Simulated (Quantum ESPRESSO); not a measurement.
## Al3SiO5N (one run as intended and one with a planted mistake)

Computed values, not a measurement. The program is pw.x of Quantum ESPRESSO 7.5 (plane-wave density functional theory). The cell is made up: 10 atoms on a corundum lattice, with randomly drawn elements, strain and displacements, not relaxed. PseudoDojo standard norm-conserving files (v0.5 for PBE, v0.4.1 for LDA and PBEsol) set the functional; there is no spin polarisation, spin-orbit coupling or dispersion term, and the masses in the input are unused placeholders.

Intended input:

```
&control calculation='scf', pseudo_dir='./dojo.nc.sr.pbe.v0_5.standard.upf', outdir='./o', disk_io='low', tprnfor=.true., tstress=.true. /
&system ibrav=0, nat=10, ntyp=4, nbnd=30, ecutwfc=84.00895049, nosym=.true., tot_charge=0,
 occupations='smearing', smearing='fd', degauss=0.0018374661
/
&electrons conv_thr=7.350e-09, electron_maxstep=60, /
ATOMIC_SPECIES
Al 1.0 Al.upf
N 1.0 N.upf
O 1.0 O.upf
Si 1.0 Si.upf
CELL_PARAMETERS angstrom
2.3509 1.3573 4.275
-2.3509 1.3573 4.275
0.0 -2.7146 4.275
ATOMIC_POSITIONS angstrom
Al 0.0878 -0.0072 4.4787
Al -0.0107 0.0184 2.0301
Al -0.0308 -0.0082 8.3098
Si 0.0156 -0.0595 11.0283
O -0.84 1.3144 7.4423
O -0.6908 -1.512 7.5419
O 1.6676 0.1764 7.5673
O 0.9912 -1.2403 5.3318
N 0.6087 1.5265 5.5
O -1.5834 -0.2747 5.3163
K_POINTS automatic
6 6 6 1 1 1
```

The log is shortened where brackets say so; the opening notice, blank lines, dates and the lines on written files are dropped, and the path of the files is cut. It prints rydbergs, bohrs and kilobars, and counts compression as positive stress. Where no state is partly filled, the Fermi energy that it prints is only some level between the filled and the empty states on the mesh, and need not lie in the true gap.

Log of the intended run:

```
     Program PWSCF v.7.5
     Parallel version (MPI & OpenMP), running on       4 processor cores
     Number of MPI processes:                 4
     Threads/MPI process:                     1
     [start-up lines left out]
     bravais-lattice index     =            0
     lattice parameter (alat)  =       9.5697  a.u.
     unit-cell volume          =     552.3241 (a.u.)^3
     number of atoms/cell      =           10
     number of atomic types    =            4
     number of electrons       =        48.00
     number of Kohn-Sham states=           30
     kinetic-energy cutoff     =      84.0090  Ry
     charge density cutoff     =     336.0358  Ry
     scf convergence threshold =      7.3E-09
     mixing beta               =       0.7000
     number of iterations used =            8  plain     mixing
     Exchange-correlation= PBE
                           (   1   4   3   4   0   0   0)
     [axes and pseudopotential details left out]
   Cartesian axes
     site n.     atom                  positions (alat units)
         1        Al     tau(   1) = (   0.0173379  -0.0014218   0.8844104  )
         2        Al     tau(   2) = (  -0.0021129   0.0036335   0.4008845  )
         3        Al     tau(   3) = (  -0.0060821  -0.0016193   1.6409390  )
         4        Si     tau(   4) = (   0.0030805  -0.0117495   2.1777621  )
         5        O      tau(   5) = (  -0.1658751   0.2595550   1.4696335  )
         6        O      tau(   6) = (  -0.1364125  -0.2985752   1.4893016  )
         7        O      tau(   7) = (   0.3293015   0.0348338   1.4943173  )
         8        O      tau(   8) = (   0.1957326  -0.2449225   1.0528724  )
         9        N      tau(   9) = (   0.1202002   0.3014385   1.0860869  )
        10        O      tau(  10) = (  -0.3126745  -0.0542451   1.0498116  )
     number of k points=   108  Fermi-Dirac smearing, width (Ry)=  0.0018
     Number of k-points >= 100: set verbosity='high' to print them.
     Dense  grid:    57377 G-vectors     FFT dimensions: (  60,  60,  60)
     Estimated max dynamical RAM per process >     171.16 MB
     Estimated total dynamical RAM >     642.60 MB
     Initial potential from superposition of free atoms
     starting charge      47.9920, renormalised to      48.0000
     Starting wfcs are   40 randomized atomic wfcs
     total cpu time spent up to now is        4.3 secs
     per-process dynamical memory:   148.0 Mb
     Self-consistent Calculation
     iteration #  1     ecut=    84.01 Ry     beta= 0.70
     Davidson diagonalization with overlap
     ethr =  1.00E-02,  avg # of iterations =  3.7
     total cpu time spent up to now is       13.1 secs
     total energy              =    -208.31153682 Ry
     estimated scf accuracy    <       2.39869909 Ry
     iteration #  2     ecut=    84.01 Ry     beta= 0.70
     Davidson diagonalization with overlap
     ethr =  5.00E-03,  avg # of iterations =  2.1
     total cpu time spent up to now is       22.0 secs
     total energy              =    -209.02643137 Ry
     estimated scf accuracy    <       1.44782827 Ry
     [iterations 3 to 10 left out]
     iteration # 11     ecut=    84.01 Ry     beta= 0.70
     Davidson diagonalization with overlap
     ethr =  2.05E-10,  avg # of iterations =  3.6
     total cpu time spent up to now is      101.2 secs
     total energy              =    -209.29272761 Ry
     estimated scf accuracy    <       0.00000002 Ry
     iteration # 12     ecut=    84.01 Ry     beta= 0.70
     Davidson diagonalization with overlap
     ethr =  4.86E-11,  avg # of iterations =  2.0
     total cpu time spent up to now is      108.4 secs
     End of self-consistent calculation
     Number of k-points >= 100: set verbosity='high' to print the bands.
     the Fermi energy is    12.5175 ev
!    total energy              =    -209.29272761 Ry
     estimated scf accuracy    <          2.9E-09 Ry
     smearing contrib. (-TS)   =       0.00000000 Ry
     internal energy E=F+TS    =    -209.29272761 Ry
     The total energy is F=E-TS. E is the sum of the following terms:
     one-electron contribution =     -25.58754842 Ry
     hartree contribution      =      49.47432647 Ry
     xc contribution           =     -59.28419174 Ry
     ewald contribution        =    -173.89531392 Ry
     convergence has been achieved in  12 iterations
     Forces acting on atoms (cartesian axes, Ry/au):
     atom    1 type  1   force =    -0.04998310    0.07605439    0.18805475
     atom    2 type  1   force =    -0.02365788   -0.02555788   -0.20922723
     atom    3 type  1   force =     0.08171229   -0.04898823    0.12307129
     atom    4 type  4   force =     0.05964751    0.01390039   -0.18752547
     atom    5 type  3   force =    -0.05565619    0.07792715    0.02861322
     atom    6 type  3   force =    -0.06586769    0.06428214   -0.01548172
     atom    7 type  3   force =     0.05263791   -0.15617006   -0.07516063
     atom    8 type  3   force =    -0.05731589   -0.07812145    0.09487561
     atom    9 type  2   force =     0.07746691   -0.07953614   -0.03859478
     atom   10 type  3   force =    -0.01898386    0.15620969    0.09137497
     Total force =     0.518268     Total SCF correction =     0.000027
     Computing stress (Cartesian axis) and pressure
          total   stress  (Ry/bohr**3)                   (kbar)     P=      208.76
   0.00156926   0.00009911   0.00013989          230.85       14.58       20.58
   0.00009911   0.00157385  -0.00032928           14.58      231.52      -48.44
   0.00013989  -0.00032928   0.00111424           20.58      -48.44      163.91
     init_run     :      3.95s CPU      4.05s WALL (       1 calls)
     electrons    :    102.59s CPU    104.08s WALL (       1 calls)
     forces       :      1.42s CPU      1.43s WALL (       1 calls)
     stress       :      4.97s CPU      5.01s WALL (       1 calls)
     [timing details left out]
     PWSCF        :   1m53.23s CPU   1m54.93s WALL
     JOB DONE.
```

A second run has one planted mistake: two atoms have their elements exchanged. The input lines that differ, file-writing options aside:

```
- O 0.9912 -1.2403 5.3318
+ N 0.9912 -1.2403 5.3318
- N 0.6087 1.5265 5.5
+ O 0.6087 1.5265 5.5
```

Its log:

```
     Program PWSCF v.7.5
     Parallel version (MPI & OpenMP), running on       4 processor cores
     Number of MPI processes:                 4
     Threads/MPI process:                     1
     [start-up lines left out]
     bravais-lattice index     =            0
     lattice parameter (alat)  =       9.5697  a.u.
     unit-cell volume          =     552.3241 (a.u.)^3
     number of atoms/cell      =           10
     number of atomic types    =            4
     number of electrons       =        48.00
     number of Kohn-Sham states=           30
     kinetic-energy cutoff     =      84.0090  Ry
     charge density cutoff     =     336.0358  Ry
     scf convergence threshold =      7.3E-09
     mixing beta               =       0.7000
     number of iterations used =            8  plain     mixing
     Exchange-correlation= PBE
                           (   1   4   3   4   0   0   0)
     [axes and pseudopotential details left out]
   Cartesian axes
     site n.     atom                  positions (alat units)
         1        Al     tau(   1) = (   0.0173379  -0.0014218   0.8844104  )
         2        Al     tau(   2) = (  -0.0021129   0.0036335   0.4008845  )
         3        Al     tau(   3) = (  -0.0060821  -0.0016193   1.6409390  )
         4        Si     tau(   4) = (   0.0030805  -0.0117495   2.1777621  )
         5        O      tau(   5) = (  -0.1658751   0.2595550   1.4696335  )
         6        O      tau(   6) = (  -0.1364125  -0.2985752   1.4893016  )
         7        O      tau(   7) = (   0.3293015   0.0348338   1.4943173  )
         8        N      tau(   8) = (   0.1957326  -0.2449225   1.0528724  )
         9        O      tau(   9) = (   0.1202002   0.3014385   1.0860869  )
        10        O      tau(  10) = (  -0.3126745  -0.0542451   1.0498116  )
     number of k points=   108  Fermi-Dirac smearing, width (Ry)=  0.0018
     Number of k-points >= 100: set verbosity='high' to print them.
     Dense  grid:    57377 G-vectors     FFT dimensions: (  60,  60,  60)
     Estimated max dynamical RAM per process >     171.16 MB
     Estimated total dynamical RAM >     642.60 MB
     Initial potential from superposition of free atoms
     starting charge      47.9920, renormalised to      48.0000
     Starting wfcs are   40 randomized atomic wfcs
     total cpu time spent up to now is        4.2 secs
     per-process dynamical memory:   148.0 Mb
     Self-consistent Calculation
     iteration #  1     ecut=    84.01 Ry     beta= 0.70
     Davidson diagonalization with overlap
     ethr =  1.00E-02,  avg # of iterations =  3.9
     total cpu time spent up to now is       13.8 secs
     total energy              =    -208.30423222 Ry
     estimated scf accuracy    <       2.40889988 Ry
     iteration #  2     ecut=    84.01 Ry     beta= 0.70
     Davidson diagonalization with overlap
     ethr =  5.02E-03,  avg # of iterations =  2.1
     total cpu time spent up to now is       21.6 secs
     total energy              =    -209.01105971 Ry
     estimated scf accuracy    <       1.52552361 Ry
     [iterations 3 to 10 left out]
     iteration # 11     ecut=    84.01 Ry     beta= 0.70
     Davidson diagonalization with overlap
     ethr =  4.27E-11,  avg # of iterations =  3.8
     total cpu time spent up to now is      100.6 secs
     total energy              =    -209.29471857 Ry
     estimated scf accuracy    <          9.6E-09 Ry
     iteration # 12     ecut=    84.01 Ry     beta= 0.70
     Davidson diagonalization with overlap
     ethr =  1.99E-11,  avg # of iterations =  2.0
     total cpu time spent up to now is      109.2 secs
     End of self-consistent calculation
     Number of k-points >= 100: set verbosity='high' to print the bands.
     the Fermi energy is    12.3401 ev
!    total energy              =    -209.29471857 Ry
     estimated scf accuracy    <          4.1E-10 Ry
     smearing contrib. (-TS)   =       0.00000000 Ry
     internal energy E=F+TS    =    -209.29471857 Ry
     The total energy is F=E-TS. E is the sum of the following terms:
     one-electron contribution =     -25.80471562 Ry
     hartree contribution      =      49.57432570 Ry
     xc contribution           =     -59.28350809 Ry
     ewald contribution        =    -173.78082056 Ry
     convergence has been achieved in  12 iterations
     Forces acting on atoms (cartesian axes, Ry/au):
     atom    1 type  1   force =    -0.05361772    0.01868880    0.16878477
     atom    2 type  1   force =     0.03954463    0.00036248   -0.21395602
     atom    3 type  1   force =     0.03231291   -0.00318725    0.10903435
     atom    4 type  4   force =    -0.05461847    0.06886067   -0.20541757
     atom    5 type  3   force =    -0.00323376    0.08514554    0.00648887
     atom    6 type  3   force =    -0.06916666    0.02680460   -0.02465820
     atom    7 type  3   force =     0.02805372   -0.12608462   -0.06536118
     atom    8 type  2   force =    -0.02565914   -0.12569178    0.15254526
     atom    9 type  3   force =     0.09404049   -0.08196696   -0.01927996
     atom   10 type  3   force =     0.01234400    0.13706853    0.09181969
     Total force =     0.509233     Total SCF correction =     0.000013
     Computing stress (Cartesian axis) and pressure
          total   stress  (Ry/bohr**3)                   (kbar)     P=      209.26
   0.00147751  -0.00026308  -0.00004848          217.35      -38.70       -7.13
  -0.00026308   0.00172880  -0.00014704          -38.70      254.31      -21.63
  -0.00004848  -0.00014704   0.00106120           -7.13      -21.63      156.11
     init_run     :      3.88s CPU      4.02s WALL (       1 calls)
     electrons    :    103.69s CPU    105.01s WALL (       1 calls)
     forces       :      1.61s CPU      1.63s WALL (       1 calls)
     stress       :      4.33s CPU      4.35s WALL (       1 calls)
     [timing details left out]
     PWSCF        :   1m53.72s CPU   1m55.31s WALL
     JOB DONE.
```

```
                                            intended run  run with the mistake
                          free energy (eV)     -2847.573             -2847.600
                    smearing term -TS (eV)        0.0000                0.0000
                            pressure (GPa)         20.88                 20.93
            largest force component (eV/Å)         5.379                 5.501
largest change of a force component (eV/Å)                               2.938
                                iterations            12                    12
```

For scale, a rerun of the intended cell at a cutoff of 1437 eV and k mesh 8 x 8 x 8 moved values by no more than 0.003 eV in energy, 0.02 GPa in stress and 0.002 eV/Å in force.